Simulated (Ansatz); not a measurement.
TiC (CsCl type, space group No. 221) at seven volumes, DFT-PBE in the program Ansatz with PAW potentials, scaled uniformly. One row is withheld.

| V (Å³/atom) | P (GPa) |
|---|---|
| 9.066 | 24.80 |
| 9.365 | 15.30 |
| 9.663 | ? |
| 9.962 | 0.02 |
| 10.261 | -6.12 |
| 10.560 | -11.38 |
| 10.859 | -15.87 |

Question: Fit the shown pressures and predict the withheld one.

Answer: P = (3/2)B₀(x^(7/2) − x^(5/2))[1 + (3/4)(B′ − 4)(x − 1)] with x = (V₀/V)^(2/3). Least squares on the six rows gives V₀ = 9.962 Å³/atom, B₀ = 219 GPa, B′ = 3.94. At V = 9.663, x = 1.0205 and P = 7.09 GPa. The run itself gave 7.13 GPa.

Space group Pm-3m (CsCl type). The cell is a constructed one: a structure type filled with these elements; neither database checked (COD, Materials Project) lists it. It is not the phase usual at ambient conditions (space group No. 225). The PBE relaxation kept the symmetry of its start; its stability against distortions is not shown here. No spin polarisation was allowed.

Potentials: the earlier of the program's two PAW sets.
